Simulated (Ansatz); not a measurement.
**Sn (I4_1/amd): electronic heat capacity and spin susceptibility from the density of states**

Theory: Ansatz, DFT r2SCAN, scalar-relativistic, plane waves, PAW.

Settings: cutoff 500 eV, Γ-centred mesh 14×14×14 on the computed 2-atom cell, Gaussian smearing of 0.10 eV; no spin polarisation.

Relaxed cell: I4_1/amd, a = 5.859 Å, b = 5.859 Å, c = 3.214 Å, α = 90.00°, β = 90.00°, γ = 90.00°, 2 atoms in the primitive cell.

The density of states at the Fermi level is 0.875 states/eV in the cell of 2 atoms (2 formula units; both spins, tetrahedra on a 21×21×21 mesh).

Q: What Sommerfeld coefficient and Pauli susceptibility does this give?

A: Per formula unit N(E_F) = 0.438 states/eV. γ = (π²/3) k_B² N(E_F) N_A = 2.357 mJ/(mol K²) per state/eV, so γ = 1.0 mJ/(mol K²), a mole of formula units. χ_P = μ_B² N(E_F) N_A = 3.23×10⁻⁵ emu/mol per state/eV gives 1.4×10⁻⁵ emu/mol. This is the bare band result: a measured γ of the same phase is as a rule larger by a factor 1 + λ from phonons and spin fluctuations, the spin part of χ is larger by the Stoner factor, and a measured χ also holds orbital and core terms. N(E_F) at one energy is sensitive to the mesh where the density of states has sharp peaks.